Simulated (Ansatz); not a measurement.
An Ansatz (an electronic-structure program) run. Input:

Ansatz 0.2 input:
```yaml
crystal:
  lattice:
    - [3.256932866, 4.2495891618, 0.0]
    - [-3.256932866, 4.2495891618, 0.0]
    - [-1.0384542456, 0.0, 4.5716912117]
  atoms:
    - { symbol: Sc, position: [0.690322739, 0.690322739, 0.0] }
    - { symbol: Sc, position: [0.309677261, 0.309677261, 0.0] }
    - { symbol: Si, position: [0.2239571479, 0.7760428521, 0.4080454009] }
    - { symbol: Si, position: [0.7760428521, 0.2239571479, 0.5919545991] }
    - { symbol: O, position: [0.6064982404, 0.0784229093, 0.7868078834] }
    - { symbol: O, position: [0.3935017596, 0.9215770907, 0.2131921166] }
    - { symbol: O, position: [0.0784229093, 0.6064982404, 0.2131921166] }
    - { symbol: O, position: [0.9215770907, 0.3935017596, 0.7868078834] }
    - { symbol: O, position: [0.0, 0.0, 0.5] }
    - { symbol: O, position: [0.6061207647, 0.3938792353, 0.2795093142] }
    - { symbol: O, position: [0.3938792353, 0.6061207647, 0.7204906858] }
kpoints:
  mp_grid: { grid: [3, 3, 4] }
hamiltonian:
  xc: hse06
  pseudopotentials: { kind: paw }
scf:
  n_extra_bands: 11
  occupations: { method: fixed }
output:
  eigenvalues: true
  eigenstates:
    e_range: [-9.0, 15.4]
    kpoints:
      - [0.0, 0.0, 0.0]  # VBM
      - [0.5, 0.5, 0.0]  # CBM
      - [0.0, 0.0, 0.0]  # GAMMA
      - [0.5, 0.5, 0.0]  # Y
      - [0.0, 0.0, 0.5]  # A
      - [0.5, 0.5, 0.5]  # M
      - [0.0, 0.5, 0.0]  # V_2
      - [0.0, 0.5, 0.5]  # L_2
```

Output (shortened):

```
Pseudopotentials: kind: paw
Pseudopotential: Sc, paw, valence charge 11
Pseudopotential: Si, paw, valence charge 4
Pseudopotential: O, paw, valence charge 6
Functional definition: HSE06
davidson cushion auto → on  (no smearing: the cushion is to keep the highest requested band from converging to the state above it …
Crystal: 11 atoms, lattice volume = 126.550 Å³
Basis set: ecut = 420 eV, 2445 PW (Γ)
Bands: 47, of which v1, the nominal top of the filled ones, is band 36 counted from 1 (35 counted from 0)
Symmetry: 4 space group operations
Space group: C2/m (ITA 12), of the structure as read, at distance tolerance 5.0e-5 Å
k-points: 14 of 36
PAW frozen core: Sc, regenerated for the run's functional, and the local potential with it
PAW frozen core: Si, regenerated for the run's functional, and the local potential with it
PAW frozen core: O, regenerated for the run's functional, and the local potential with it
Initial wavefunctions: pseudopotential atomic-orbital guess
Eigensolver: davidson
Functional: x = pbe(κ = 0.804, μ = 0.2195149727645171), c = pbe(β = 0.06672455060314922), warm-up for x = pbe(κ = 0.804, μ = 0.2195149727645171) + 0.25 (exact …
SCF iter   1: F=—  HF=-9532.640818 eV  |F-HF|=—  |Δ(HF+E_count)|=         —  Δρ=1.55e-3  dr2=8.68e-4  ethr=1.77e-3  ⟨swp⟩=2.0  Hψ=4419  notcnv=0
preconditioner: auto → none
SCF iter   2: F=-9532.643235 eV  HF=-9532.642767 eV  |F-HF|=4.68e-4  |Δ(HF+E_count)|=   1.95e-3  Δρ=8.32e-4  dr2=2.91e-4  ethr=1.21e-6  ⟨swp⟩=5.3  Hψ=2421  notcnv=0  defer=1
SCF 1 stopped early in 2 iterations: F = -9532.643235 eV  dr2 = 2.91e-4
Crystal: 11 atoms, lattice volume = 126.550 Å³
Initial density: handed on by an earlier stage of this run
Initial wavefunctions: those handed on with the density
Functional: x = pbe(κ = 0.804, μ = 0.2195149727645171) + 0.25 (exact − pbe) at short range (hse, ω = 0.20786987370883472 Å⁻¹), c = pbe(β = 0.06672455060314922); HSE06 as pw.x's `hse` composes it (authors' and Libxc's form: `xc: wpbeh`)
Exchange kernel: α = 0.2500, screened, ω = 0.2079 Å⁻¹, Wigner–Seitz truncation, v(0) = 1037.7565 eV·Å³, q-mesh 3×3×4, nearest image of the exchange supercell L …
Frozen-core exchange: fock
SCF iter   1: F=—  HF=-9533.965425 eV  |F-HF|=—  |Δ(HF+E_count)|=         —  Δρ=1.30e-2  dr2=3.31e-1  ethr=4.04e-6  ⟨swp⟩=7.6  Hψ=3522  notcnv=0
preconditioner: auto → none
SCF iter   2: F=—  HF=-9533.864990 eV  |F-HF|=—  |Δ(HF+E_count)|=   1.00e-1  Δρ=8.44e-3  dr2=5.10e-2  ethr=4.04e-6  ⟨swp⟩=6.1  Hψ=2986  notcnv=0
SCF iter   3: F=—  HF=-9533.885714 eV  |F-HF|=—  |Δ(HF+E_count)|=   2.07e-2  Δρ=3.19e-3  dr2=8.65e-3  ethr=4.04e-6  ⟨swp⟩=4.4  Hψ=2325  notcnv=0
SCF iter   4: F=—  HF=-9533.882684 eV  |F-HF|=—  |Δ(HF+E_count)|=   3.03e-3  Δρ=1.38e-3  dr2=1.65e-3  ethr=4.04e-6  ⟨swp⟩=3.7  Hψ=1685  notcnv=0
iter 5 solved again at ethr=3.64e-8 eV; its pass at ethr=1.59e-6 eV (dr2=2.62e-5 eV) is discarded
SCF iter   5: F=—  HF=-9533.882265 eV  |F-HF|=—  |Δ(HF+E_count)|=   4.19e-4  Δρ=2.09e-4  dr2=4.39e-4  ethr=3.64e-8  ⟨swp⟩=3.5  Hψ=3399  notcnv=0
SCF iter   6: F=—  HF=-9533.885302 eV  |F-HF|=—  |Δ(HF+E_count)|=   3.04e-3  Δρ=9.99e-4  dr2=1.14e-3  ethr=3.64e-8  ⟨swp⟩=5.0  Hψ=2626  notcnv=0
SCF iter   7: F=—  HF=-9533.884959 eV  |F-HF|=—  |Δ(HF+E_count)|=   3.44e-4  Δρ=1.59e-4  dr2=4.16e-5  ethr=3.64e-8  ⟨swp⟩=4.4  Hψ=2627  notcnv=0
SCF iter   8: F=-9533.884948 eV  HF=-9533.884950 eV  |F-HF|=1.17e-6  |Δ(HF+E_count)|=   8.96e-6  Δρ=3.62e-5  dr2=1.42e-5  ethr=3.64e-8  ⟨swp⟩=3.0  Hψ=1812  notcnv=0
SCF 2 stopped early in 8 iterations: F = -9533.884948 eV  dr2 = 1.42e-5
hybrid outer 1: dexx = +4.038e-2 eV, tail = 7.68e-5 eV
Crystal: 11 atoms, lattice volume = 126.550 Å³
Exchange kernel: α = 0.2500, screened, ω = 0.2079 Å⁻¹, Wigner–Seitz truncation, v(0) = 1037.7565 eV·Å³, q-mesh 3×3×4, nearest image of the exchange supercell L …
Frozen-core exchange: fock
SCF iter   1: F=—  HF=-9533.884522 eV  |F-HF|=—  |Δ(HF+E_count)|=         —  Δρ=8.94e-5  dr2=8.30e-6  ethr=5.33e-7  ⟨swp⟩=3.2  Hψ=1633  notcnv=0
preconditioner: auto → none
iter 2 solved again at ethr=4.43e-10 eV; its pass at ethr=1.04e-8 eV (dr2=3.19e-7 eV) is discarded
SCF iter   2: F=—  HF=-9533.884521 eV  |F-HF|=—  |Δ(HF+E_count)|=   1.69e-6  Δρ=2.45e-5  dr2=4.55e-7  ethr=4.43e-10  ⟨swp⟩=3.0  Hψ=3478  notcnv=0
SCF iter   3: F=—  HF=-9533.884522 eV  |F-HF|=—  |Δ(HF+E_count)|=   9.58e-7  Δρ=1.56e-5  dr2=1.79e-7  ethr=4.43e-10  ⟨swp⟩=4.7  Hψ=2166  notcnv=0  defer=1
SCF iter   4: F=-9533.884522 eV  HF=-9533.884522 eV  |F-HF|=7.25e-9  |Δ(HF+E_count)|=   1.54e-8  Δρ=5.00e-6  dr2=1.32e-8  ethr=2.35e-10  ⟨swp⟩=3.0  Hψ=1711  notcnv=0
SCF 3 converged in 4 iterations: F = -9533.884522 eV  dr2 = 1.32e-8
hybrid outer 2: dexx = +1.047e-6 eV, tail = 5.29e-8 eV, Δε = 1.80e-3 eV (about 5.41e-5 eV left of the loop's levels)
the search or the solves at the SCF's close seem to have found levels that the self-consistency loop had missed (the run counts 1) …
NSCF: frozen V_eff on 8 k-points
hybrid SCF converged: 2 outer / 12 inner (+2 warm-up), last move |dexx| = 1.05e-6 eV, tail = 5.29e-8 eV
Stability not checked (fock_operator)
Free energy (F): -9533.884522 eV
Frozen-core exchange: fock
Harris-Foulkes:  -9533.884522 eV  (|F-HF|=7.25e-9)
Internal energy: -9533.884522 eV  (E = F + TS)
E sigma→0 (E₀):  -9533.884522 eV
Fermi energy:    5.005041 eV
--- Per-component energies (eV) ---
  E_band       = -556.210441
  E_kinetic    = 1868.510803
  E_local      = -4502.995768  (includes V_loc(G=0)·N_el)
  E_nonlocal   = 526.312179
  E_hartree    = 1603.566425
  E_xc         = -679.621914
  E_vxc        = -816.494608  (∫ρ·V_xc dr)
  E_exx        = -219.069235  (= α·E_x^exact, valence–valence)
  E_paw        = -3992.097598  (= ΣΔE_a)
  E_vpaw       = -400.559179  (= ΣTr[D̂ρ^β])
  E_aug_tail   = 0.017663  (compensation charges beyond the density's cutoff)
  E_ewald      = -4137.877047
  E_core_change = -0.630030  (= ΣΔE_core)
  E_smearing   =  0.000000  (= −TS)
  E_closure    =  0.000000  (closes the sum)
  Σ components = -9533.884522   (vs F -9533.884522, Δ=1.82e-12)
  [band-id]    e_kinetic+e_local+e_nonlocal+2·e_hartree+e_vxc+2·e_exx+e_vpaw+e_augmentation_tail = -556.214530   (vs E_band -556.210441, Δ=-4.09e-3)
--- Band table (eV; the first three rows and the last of 14) ---
  k-point 0: bands = ["-45.7509", "-45.7190", "-23.0094", "-22.9651", "-22.9225", "-22.7943", "-22.7867", "-22.6866", "-15.4605", "-13.9157", "-13.8008", "-13.0184", "-12.9988", "-12.9985", "-12.9248", "-2.8240", "-1.3034", "0.0818", "0.2227", "0.8216", "0.8610", "1.2940", "1.4061", "1.5206", "2.3018", "2.4961", "2.5201", "3.1725", "3.7194", "3.7786", "3.8058", "3.9270", "4.0889", "4.4351", "4.5008", "5.0050", "11.7963", "12.0374", "12.3427", "12.4394", "12.5634", "12.6791", "13.0941", "13.8381", "13.8732", "13.9853", "14.4367"]
  k-point 1: bands = ["-45.7508", "-45.7190", "-23.0089", "-22.9638", "-22.9305", "-22.7958", "-22.7861", "-22.6863", "-15.3304", "-13.9459", "-13.6927", "-13.2431", "-13.0397", "-13.0146", "-12.9174", "-3.0230", "-0.7474", "-0.1280", "0.3709", "0.5475", "1.1213", "1.4370", "1.6090", "1.6821", "2.3466", "2.3573", "2.7042", "2.9028", "3.2907", "3.5099", "3.7025", "3.9623", "3.9635", "4.4784", "4.7452", "4.8969", "12.1128", "12.1285", "12.2918", "12.3409", "12.5625", "12.6322", "13.6568", "13.8671", "14.0486", "14.2269", "14.6146"]
  k-point 2: bands = ["-45.7507", "-45.7190", "-23.0083", "-22.9624", "-22.9385", "-22.7971", "-22.7856", "-22.6860", "-15.1729", "-13.9954", "-13.5104", "-13.4562", "-13.1733", "-13.0282", "-12.9121", "-3.1879", "-0.2281", "0.2127", "0.2843", "0.4682", "0.8113", "1.7507", "1.9424", "2.0609", "2.0663", "2.3323", "2.6550", "2.7973", "2.8275", "2.8803", "3.6772", "3.9994", "4.1918", "4.3100", "4.8686", "4.9599", "12.1512", "12.1707", "12.3538", "12.4352", "12.4411", "12.6530", "13.8888", "14.2098", "14.3137", "14.7675", "15.1199"]
  k-point 13: bands = ["-45.7382", "-45.7316", "-23.0403", "-22.9173", "-22.8609", "-22.8470", "-22.8083", "-22.7064", "-15.1338", "-14.4378", "-13.3660", "-13.2560", "-13.0677", "-12.9951", "-12.8917", "-2.9985", "-0.6860", "-0.4656", "0.0376", "0.3393", "1.0467", "1.4084", "2.0238", "2.1988", "2.4529", "2.4888", "2.5060", "2.9733", "3.3386", "3.5696", "3.7654", "3.9043", "4.2813", "4.3544", "4.5721", "4.7489", "11.7754", "12.1644", "12.3564", "12.4937", "12.6190", "12.7344", "13.4423", "13.7847", "13.8421", "14.5648", "15.5397"]
  band table: 47 of 47 bands, residual norms ≤ 1.0e-3 eV
```

Cost: roughly 6 core-minutes on shared cores.

The points marked VBM and CBM come from a semilocal run.

The first step of the workflow began from a Materials Project structure, measured or hypothetical; the Crystallography Open Database files this formula in space group No. 12, but the cells were not matched. Whether it is the stable phase at ambient conditions was not checked. The r²SCAN relaxation kept the symmetry of its start; whether a distortion lowers the energy is not shown. The run is not spin-polarised.

Potentials: the later of the program's two PAW sets.

Ansatz is a plane-wave DFT program.
